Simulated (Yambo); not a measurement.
# AgCl: sweep of GW parameters

G0W0@PBEsol for AgCl (rock salt, space group Fm-3m, No. 225) in Yambo. Reference settings: 4×4×4 Γ-centred k mesh, bands 5 to 100 and a 10 Ry block in the screening, 100 bands in G with the Bruneval-Gonze terminator, plasmon pole fitted at 27.2 eV. The PBEsol gap L → Γ on this mesh is 0.73 eV; G0W0 gaps are taken between the same points.

| change from the reference | G0W0 gap L → Γ (eV) | shift of the valence edge (eV) | rough Yambo cost |
|---|---|---|---|
| reference settings | 2.29 | -1.13 | 1 |
| 38 bands in W, 38 bands in G | 2.41 | -0.95 | about 1/2 |
| 64 bands in W, 64 bands in G | 2.32 | -1.07 | within a factor of two |
| 38 bands in G | 2.33 | -1.15 | – |
| 64 bands in G | 2.30 | -1.14 | – |
| 47 bands in W | 2.35 | -1.00 | within a factor of two |
| 2 Ry block | 2.21 | -0.98 | within a factor of two |
| 4 Ry block | 2.19 | -0.98 | within a factor of two |
| 8 Ry block | 2.28 | -1.10 | within a factor of two |
| pole fitted at 40 eV | 2.28 | -1.19 | – |
| no random integration | 2.22 | -0.89 | – |
| 38 bands in G, no terminator | 2.02 | -0.51 | – |
| 64 bands in G, no terminator | 2.08 | -0.78 | – |
| no terminator | 2.17 | -0.95 | – |

The reference isn't shown to be the converged limit. Costs are rough (shared machines), scaled to the same edge states, and given only for runs that recompute the screening.

Spin-orbit splittings are left out.

Geometry relaxed with PBEsol; primitive cell a = b = c = 3.852 Å, α = β = γ = 60.00°.

A shift is the quasiparticle energy of the state minus its PBEsol energy.
